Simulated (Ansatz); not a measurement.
PbBrF (space group P4/nmm)

```yaml
crystal:
  lattice:
    - [4.10128, 0.00000, 0.00000]
    - [0.00000, 4.10128, 0.00000]
    - [0.00000, 0.00000, 7.38339]
  atoms:
    - { symbol: Pb, position: [0.00000, 0.50000, 0.80498] }
    - { symbol: Pb, position: [0.50000, 0.00000, 0.19502] }
    - { symbol: Br, position: [0.50000, 0.00000, 0.64626] }
    - { symbol: Br, position: [0.00000, 0.50000, 0.35374] }
    - { symbol: F, position: [0.50000, 0.50000, 0.00000] }
    - { symbol: F, position: [0.00000, 0.00000, 0.00000] }
```

The slice is a (001) plane (indices of the conventional cell) through the point (0.500, 0.000, 0.646) (fractional), spanned by u = [100] and v = [010] in vectors of this cell: u (4.10 Å) and v (4.10 Å, at 90° to u). It covers one period; positions are fractions (u, v).

These are LDA (plane waves to 420 eV, PAW, scalar-relativistic; Ansatz, a first-principles code) values and carry that method's errors. k mesh 8×8×5. Inside the PAW spheres the values are not all-electron values, and peaks at nuclei hang on which shells count as valence. PbBrF was relaxed with its symmetry unable to fall. Spin-orbit coupling is left out, though Pb is heavy.

Task: Sketch the valence electron density on this plane as a map.

Result: 
```
|++##@@@@@@##++--..      ..--++##@@@@@@##|
|%%@@@@@@%%**++--..      ..--++**%%@@@@@@|
|@@@@@@@@##**==::..      ..::==**##@@@@@@|
|@@@@%%##**++--::..........::--++**##%%@@|
|####****++==--::::::::::::::--==++****##|
|++++++==----::::----------::::----==++++|
|------::::::::----======----::::::::----|
|..........::----==++++++==----::........|
|        ..::--==++++**++++==--::..      |
|        ..::--==++******++==--::..      |
|        ..::--==++++**++++==--::..      |
|..........::----==++++++==----::........|
|------::::::::----======----::::::::----|
|++++++==----::::----------::::----==++++|
|####****++==--::::::::::::::--==++****##|
|@@@@%%##**++--::..........::--++**##%%@@|
|@@@@@@@@##**==::..      ..::==**##@@@@@@|
|%%@@@@@@%%**++--..      ..--++**%%@@@@@@|
|++##@@@@@@##++--..      ..--++##@@@@@@##|
|..++%%@@@@##++--..      ..--++##@@@@%%++|
```
Scale: ten equal steps from -1.40 (start of ' ') to 0.07 (end of '@'), in the order ' .:-=+*#%@'. Values: log₁₀ of the valence density in e/Å³. The map has 20 points along u (two characters each, u = 0 at the left) and 20 along v (v = 0 in the bottom row). The scale is logarithmic, as a density can span decades between atoms and voids.
